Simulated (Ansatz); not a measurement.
Input and command of a plane-wave DFT calculation in Ansatz:

```yaml
crystal:
  lattice:
    - [3.3296573805, 0.0, 0.0]
    - [0.0, 3.7967117382, 0.0]
    - [0.0, 0.0, 8.2892330612]
  atoms:
    - { symbol: V, position: [0.5, 0.5, 0.09357847], spin: 1.62 }
    - { symbol: V, position: [0.0, 0.0, 0.90642153], spin: 1.62 }
    - { symbol: Br, position: [0.0, 0.5, 0.3126762523] }
    - { symbol: Br, position: [0.5, 0.0, 0.6873237477] }
    - { symbol: O, position: [0.0, 0.5, 0.9486499865] }
    - { symbol: O, position: [0.5, 0.0, 0.0513500135] }
basis:
  ecutwfc: 420
kpoints:
  mp_grid: { grid: [10, 10, 4] }
hamiltonian:
  xc: pbesol
scf:
  occupations: { method: gaussian, width: 0.1 }
output:
  forces: true
  stress: true
  eigenvalues: true
  populations: true
magnetization:
  spin_polarized: true
relax:
  adjacent_minimum: "off"
  f_tol: 0.01
  max_steps: 30
  cell: { stress_tol: 0.1, fix: [volume] }
```

```bash
ansatz run input.yaml --threads 1 --pin off --max-ram 2560MiB --backend cpu --events-out ev --progress --plain --runs-dir out
```

Processor: Arm Neoverse V1, 1 thread, on a host shared with other jobs.

Task: How long does it run, and how much memory does it take?

Result: About 6.3 min on 1 thread of Arm Neoverse V1 (shared host), peak memory 0.78 GiB. It solves 34 bands at 108 k points (the mesh reduced by symmetry) with about 2057 plane waves, in 51 SCF iterations over 6 ionic steps.
